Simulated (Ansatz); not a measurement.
Ionic part of the dielectric constant of CsMgF₃ at 1.6 GPa, mode by mode

All numbers below come from Ansatz, DFT PBEsol, scalar-relativistic, plane waves, PAW. Plane waves to 420 eV; Γ-centred k mesh 6×6×6; fixed occupations. No spin polarisation. Phonons by linear response, acoustic sum rule imposed.

It takes space group Pm-3m (No. 221, cubic). The conventional cell has a = 4.149 Å, b = 4.149 Å, c = 4.149 Å, α = 90.00°, β = 90.00°, γ = 90.00°. Around Cs (site symmetry m-3m) lie 12 F at 2.93 Å. Around Mg (site symmetry m-3m) lie 6 F at 2.07 Å. Around F (site symmetry 4/mmm) lie 2 Mg at 2.07 Å.

The cell is the ideal cubic perovskite prototype; whether it is the stable structure of this composition wasn't checked. Spin–orbit coupling is left out, which matters for heavy elements.

The primitive cell has V = 71.42 Å³ and ε∞,xx = 2.538. Each polar mode adds Δε = (4.92064×10⁷/V)·S/ν² along x, with S its oscillator strength in e²/amu, ν in cm⁻¹ and V in Å³.

Question: From these modes, find each Δε and ε0,xx.
```csv
ν (cm⁻¹),S_xx (e²/amu)
155.0,0.03256
270.0,0.3288
326.2,0.0768
```

Answer:
```
ν (cm⁻¹)    Δε
   155.0  0.93
   270.0  3.11
   326.2  0.50
```

The sum is 4.539, so ε0,xx = 7.08; the run's tensor has 7.08.

Question: Where do the longitudinal modes lie for a wave vector along x?

Answer: At 164, 314, 444 cm⁻¹. The Lyddane–Sachs–Teller product Π(ν_LO/ν_TO)² = 2.79 matches ε0/ε∞ = 2.79.

Symmetry holds off the tilts and polar distortions that many cubic perovskites undergo.

Cost: 1 run of about 2.5 core-minutes, on Intel Xeon Processor @ 2.50GHz (Skylake/Cascade Lake) (shared hosts).